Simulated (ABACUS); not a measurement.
ABACUS run on Ru (P6_3/mmc, 2 atoms in the cell; from Materials Project mp-33): self-consistent single point.

Method: PBE-D3(BJ) with three-body term, PseudoDojo 0.5 standard norm-conserving PBE (tails mended) pseudopotentials (plane waves; ABACUS).

```
CELL_PARAMETERS angstrom
      2.70783     0.00000     0.00000
     -1.35391     2.34505     0.00000
      0.00000     0.00000     4.26810
ATOMIC_POSITIONS crystal
  Ru 0.33333 0.66667 0.25000
  Ru 0.66667 0.33333 0.75000
```

Reference input (self-consistent single point, DFT, PBE, plane waves, PseudoDojo 0.5 standard norm-conserving PBE (tails mended) pseudopotentials): KPT = Gamma 9 9 5 0 0 0; basis_type = pw; dft_functional = PBE; ecutwfc = 84 Ry; smearing_method = fd; smearing_sigma = 0.00734986 Ry; potentials = PseudoDojo 0.5 standard norm-conserving PBE (tails mended); symmetry = 1; symmetry_prec = 1e-05; ks_solver = cg; scf_nmax = 100; scf_thr = 1.0e-09 Ry. This run's input differs from it in these lines:

```diff
@@ -11,2 +11,4 @@
 smearing_sigma       0.00734986
+vdw_method           d3_bj
+vdw_abc              1
 ks_solver            cg
```

Output (repeated stretches shortened):

```
 SELF-CONSISTENT
 -------------------------------------------

DFT-D3 Dispersion correction parameters autoset
----------------------------------
 Parameters  Original   Autoset
----------------------------------
         s6    default     1.0000
         s8    default     0.7875
         a1    default     0.4289
         a2    default     4.4407
----------------------------------
XC functional: PBE
                                 init_chg = atomic

 PW ALGORITHM --------------- ION=   1  ELEC=   1--------------------------------
 Notice: Threshold on eigenvalues was too large.

 Density error is 0.245072085626
   [... lines left out ...]

 Density error is 6.49350660124e-08
                          Error Threshold = 1.94024607297e-09
 E_KohnSham     -404.4103443522      -5502.2850133322
 E_Fermi        1.7516693488         23.8326841554

 PW ALGORITHM --------------- ION=   1  ELEC=  10--------------------------------

 Density error is 4.10483325735e-10
                          Error Threshold = 2.02922081289e-10
 E_KohnSham     -404.4103443711      -5502.2850135897
 E_KS(sigma->0) -404.4085638459      -5502.2607883007
 E_entropy(-TS) -0.0035610505        -0.0484505780
 E_vdwD3        -0.0810769944        -1.1031091003
 E_Fermi        1.7516986845         23.8330832884
 charge density convergence is achieved
 final etot is -5502.2850136 eV
 EFERMI = 23.833083288 eV

 STATE ENERGY(eV) AND OCCUPATIONS    NSPIN == 1
   [... 23 lines left out ...]

 TOTAL-FORCE (eV/Angstrom)
                       Ru1         0.0000000000         0.0000000000         0.0000000000
                       Ru2         0.0000000000         0.0000000000         0.0000000000

 TOTAL-STRESS (KBAR)
        -8.2208288524        -0.0000000000        -0.0000000000
        -0.0000000000        -8.2208258315         0.0000000000
         0.0000000000         0.0000000000         3.4916536083
 TOTAL-PRESSURE: -4.316667 KBAR

 --------------------------------------------
 !FINAL_ETOT_IS -5502.2850135896551365 eV
 --------------------------------------------
```

The run converged in 10 iterations. Against the reference run the pressure goes from 5.54 to -0.43 GPa.

The structure comes from a collection of computed structures, made at another level of theory; the collection holds predicted forms beside known ones. No clean gap shows at this smearing width and mesh (spacing up to 0.30 Å⁻¹); the mesh is coarse for partly filled bands, so the values carry mesh errors.

Cost on one core: roughly 60 core-seconds.

“Tails mended”: in these copies of the files the far tail of each local potential was reset to the Coulomb form.
